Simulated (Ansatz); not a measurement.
Relaxed-ion elastic tensor of Nb3Sn (A15 (Cr3Si type), Pm-3n) in GPa (Voigt order), LDA in the plane-wave PAW code Ansatz; density 9.28 g/cm³, 17.79 Å³ per atom.

```tsv
	1	2	3	4	5	6
1	282	137	137	0.0	0.0	0.0
2	137	282	137	0.0	0.0	0.0
3	137	137	282	0.0	0.0	0.0
4	0.0	0.0	0.0	35.5	0.0	0.0
5	0.0	0.0	0.0	0.0	35.5	0.0
6	0.0	0.0	0.0	0.0	0.0	35.5
```

Q: Is the crystal mechanically stable?

A: Yes: the smallest eigenvalue of C is 35.5 GPa.

Q: Work out the Voigt, Reuss and Hill averages.

A: K_V = 186, K_R = 186, K_H = 186; G_V = 50.3, G_R = 44.6, G_H = 47.5 GPa.

Q: Give Young's modulus, Poisson's ratio, Pugh's ratio and the universal anisotropy index.

A: E = 9KG/(3K + G) = 131 GPa; ν = 0.38; K/G = 3.91 (ductile by the Pugh limit of 1.75); A_U = 5G_V/G_R + K_V/K_R − 6 = 0.63.

Q: Estimate the sound speeds and the Debye temperature.

A: v_l = √((K + 4G/3)/ρ) = 5180 m/s, v_t = √(G/ρ) = 2260 m/s, mean 2550 m/s; Θ = (h/k)(3n/4πV)^(1/3) v_m = 291 K.

Q: Give the Zener ratio and Young's modulus along [100], [110] and [111].

A: A = 2C44/(C11 − C12) = 0.49; 1/E = S11 − 2(S11 − S12 − S44/2)Γ with Γ = 0, 1/4, 1/3 gives 192, 114, 100 GPa.

Q: Solve the Christoffel equation for the three sound speeds along [100], [110], [111].

A: Eigenvalues of C_ijkl n_j n_l equal ρv². In km/s, slowest first: [100] 1.96, 1.96, 5.52; [110] 1.96, 2.79, 5.14; [111] 2.55, 2.55, 5.01.

The LDA relaxation kept the symmetry of its start. No spin polarisation was allowed. As this level gives no gap, shear constants depend on the k-mesh and smearing (Fermi–Dirac, 0.1 eV here). Spin–orbit coupling is left out wherever it is not named.

Potentials: the later of the program's two PAW sets.
